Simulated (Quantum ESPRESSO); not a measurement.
## Ga3ZnN4 (input and log of a self-consistent run)

Computed values, not a measurement. The program is pw.x of Quantum ESPRESSO 7.5 (plane-wave density functional theory). The cell is made up: 8 atoms on a wurtzite lattice, with randomly drawn elements, strain and displacements, not relaxed. PseudoDojo standard norm-conserving files (v0.5 for PBE, v0.4.1 for LDA and PBEsol) set the functional; there is no spin polarisation, spin-orbit coupling or dispersion term, and the masses in the input are unused placeholders. A spin-polarised start on this cell or one of its family kept no moment.

Input:

```
&control calculation='scf', pseudo_dir='./dojo.nc.sr.pbe.v0_5.standard.upf', outdir='./o', disk_io='medium', tprnfor=.true., tstress=.true. /
&system ibrav=0, nat=8, ntyp=3, nbnd=50, ecutwfc=84.00895049, nosym=.true., tot_charge=0,
 occupations='smearing', smearing='fd', degauss=0.0073498644
/
&electrons conv_thr=7.350e-09, electron_maxstep=60, /
ATOMIC_SPECIES
Ga 1.0 Ga.upf
N 1.0 N.upf
Zn 1.0 Zn.upf
CELL_PARAMETERS angstrom
3.2409 0.0 0.0
0.0 5.6134 0.0
0.0 0.0 5.2923
ATOMIC_POSITIONS angstrom
Ga 0.0082 -0.0603 0.0174
Zn 1.5821 2.7783 0.0455
Ga 1.6238 0.9731 2.6566
Ga 0.0652 3.7956 2.6776
N -0.0046 -0.0084 1.9671
N 1.6758 2.773 2.0137
N 1.5671 0.94 4.6275
N -0.0253 3.6928 4.6109
K_POINTS automatic
7 6 6 1 1 1
```

The log is shortened where brackets say so; the opening notice, blank lines, dates and the lines on written files are dropped, and the path of the files is cut. It prints rydbergs, bohrs and kilobars, and counts compression as positive stress.

```
     Program PWSCF v.7.5
     Parallel version (MPI & OpenMP), running on       1 processor cores
     Number of MPI processes:                 1
     Threads/MPI process:                     1
     [start-up lines left out]
     bravais-lattice index     =            0
     lattice parameter (alat)  =       6.1244  a.u.
     unit-cell volume          =     649.7296 (a.u.)^3
     number of atoms/cell      =            8
     number of atomic types    =            3
     number of electrons       =        79.00
     number of Kohn-Sham states=           50
     kinetic-energy cutoff     =      84.0090  Ry
     charge density cutoff     =     336.0358  Ry
     scf convergence threshold =      7.3E-09
     mixing beta               =       0.7000
     number of iterations used =            8  plain     mixing
     Exchange-correlation= PBE
                           (   1   4   3   4   0   0   0)
     [axes and pseudopotential details left out]
   Cartesian axes
     site n.     atom                  positions (alat units)
         1        Ga     tau(   1) = (   0.0025302  -0.0186059   0.0053689  )
         2        Zn     tau(   2) = (   0.4881669   0.8572619   0.0140393  )
         3        Ga     tau(   3) = (   0.5010337   0.3002561   0.8197106  )
         4        Ga     tau(   4) = (   0.0201179   1.1711562   0.8261903  )
         5        N      tau(   5) = (  -0.0014194  -0.0025919   0.6069610  )
         6        N      tau(   6) = (   0.5170786   0.8556265   0.6213398  )
         7        N      tau(   7) = (   0.4835385   0.2900429   1.4278441  )
         8        N      tau(   8) = (  -0.0078065   1.1394366   1.4227221  )
     number of k points=   126  Fermi-Dirac smearing, width (Ry)=  0.0073
     Number of k-points >= 100: set verbosity='high' to print them.
     Dense  grid:    67477 G-vectors     FFT dimensions: (  36,  64,  60)
     Estimated max dynamical RAM per process >      92.25 MB
     Initial potential from superposition of free atoms
     starting charge      78.9918, renormalised to      79.0000
     Starting wfcs are   53 randomized atomic wfcs
     total cpu time spent up to now is       43.5 secs
     per-process dynamical memory:    58.3 Mb
     Self-consistent Calculation
     iteration #  1     ecut=    84.01 Ry     beta= 0.70
     Davidson diagonalization with overlap
     ethr =  1.00E-02,  avg # of iterations =  4.1
     total cpu time spent up to now is      135.8 secs
     total energy              =    -958.86714834 Ry
     estimated scf accuracy    <       2.19283201 Ry
     iteration #  2     ecut=    84.01 Ry     beta= 0.70
     Davidson diagonalization with overlap
     ethr =  2.78E-03,  avg # of iterations =  2.6
     total cpu time spent up to now is      229.2 secs
     total energy              =    -959.47065944 Ry
     estimated scf accuracy    <       3.14349335 Ry
     iteration #  3     ecut=    84.01 Ry     beta= 0.70
     Davidson diagonalization with overlap
     ethr =  2.78E-03,  avg # of iterations =  2.0
     total cpu time spent up to now is      329.7 secs
     total energy              =    -959.94945111 Ry
     estimated scf accuracy    <       0.37648284 Ry
     iteration #  4     ecut=    84.01 Ry     beta= 0.70
     Davidson diagonalization with overlap
     ethr =  4.77E-04,  avg # of iterations =  2.0
     total cpu time spent up to now is      415.6 secs
     total energy              =    -959.99882072 Ry
     estimated scf accuracy    <       0.02023725 Ry
     iteration #  5     ecut=    84.01 Ry     beta= 0.70
     Davidson diagonalization with overlap
     ethr =  2.56E-05,  avg # of iterations =  7.9
     total cpu time spent up to now is      524.2 secs
     total energy              =    -960.00179609 Ry
     estimated scf accuracy    <       0.02387515 Ry
     [iterations 6 to 8 left out]
     iteration #  9     ecut=    84.01 Ry     beta= 0.70
     Davidson diagonalization with overlap
     ethr =  3.65E-07,  avg # of iterations =  2.0
     total cpu time spent up to now is      839.7 secs
     total energy              =    -960.00556165 Ry
     estimated scf accuracy    <       0.00000287 Ry
     iteration # 10     ecut=    84.01 Ry     beta= 0.70
     Davidson diagonalization with overlap
     ethr =  3.63E-09,  avg # of iterations =  3.2
     total cpu time spent up to now is      926.6 secs
     total energy              =    -960.00556284 Ry
     estimated scf accuracy    <       0.00000048 Ry
     iteration # 11     ecut=    84.01 Ry     beta= 0.70
     Davidson diagonalization with overlap
     ethr =  6.03E-10,  avg # of iterations =  2.0
     total cpu time spent up to now is     1003.8 secs
     total energy              =    -960.00556294 Ry
     estimated scf accuracy    <       0.00000008 Ry
     iteration # 12     ecut=    84.01 Ry     beta= 0.70
     Davidson diagonalization with overlap
     ethr =  1.05E-10,  avg # of iterations =  2.0
     total cpu time spent up to now is     1082.1 secs
     total energy              =    -960.00556297 Ry
     estimated scf accuracy    <       0.00000001 Ry
     iteration # 13     ecut=    84.01 Ry     beta= 0.70
     Davidson diagonalization with overlap
     ethr =  1.37E-11,  avg # of iterations =  2.0
     total cpu time spent up to now is     1158.9 secs
     End of self-consistent calculation
     Number of k-points >= 100: set verbosity='high' to print the bands.
     the Fermi energy is     9.7392 ev
!    total energy              =    -960.00556297 Ry
     estimated scf accuracy    <          9.2E-10 Ry
     smearing contrib. (-TS)   =      -0.00658539 Ry
     internal energy E=F+TS    =    -959.99897758 Ry
     The total energy is F=E-TS. E is the sum of the following terms:
     one-electron contribution =    -495.34697064 Ry
     hartree contribution      =     306.08194534 Ry
     xc contribution           =    -195.12208030 Ry
     ewald contribution        =    -575.61187197 Ry
     convergence has been achieved in  13 iterations
     Forces acting on atoms (cartesian axes, Ry/au):
     atom    1 type  1   force =    -0.01677740    0.01944229   -0.02100365
     atom    2 type  3   force =     0.00688052    0.00340540   -0.00478807
     atom    3 type  1   force =    -0.00143939   -0.01902512    0.00135862
     atom    4 type  1   force =    -0.00927435   -0.04055027   -0.01782305
     atom    5 type  2   force =     0.00516991    0.01200529    0.01528265
     atom    6 type  2   force =    -0.00495973    0.03885363    0.02193914
     atom    7 type  2   force =     0.01846045   -0.04956672   -0.00025092
     atom    8 type  2   force =     0.00193998    0.03543550    0.00528529
     Total force =     0.100506     Total SCF correction =     0.000195
     Computing stress (Cartesian axis) and pressure
          total   stress  (Ry/bohr**3)                   (kbar)     P=      -16.53
  -0.00035889   0.00004285  -0.00001189          -52.79        6.30       -1.75
   0.00004285  -0.00005925  -0.00006858            6.30       -8.72      -10.09
  -0.00001189  -0.00006858   0.00008108           -1.75      -10.09       11.93
     init_run     :     37.70s CPU     43.36s WALL (       1 calls)
     electrons    :   1049.12s CPU   1115.44s WALL (       1 calls)
     forces       :      7.93s CPU      8.02s WALL (       1 calls)
     stress       :     37.21s CPU     37.37s WALL (       1 calls)
     [timing details left out]
     PWSCF        :  18m52.48s CPU  20m 5.65s WALL
     JOB DONE.
```

In other units: free energy -13061.541 eV for the cell, pressure -1.65 GPa, largest force component 1.274 eV/Å. A rerun of the same cell at another strain at 1437 eV and a 9 x 8 x 8 mesh moved values by no more than 0.005 eV in energy, 0.05 GPa in stress and 0.007 eV/Å in force.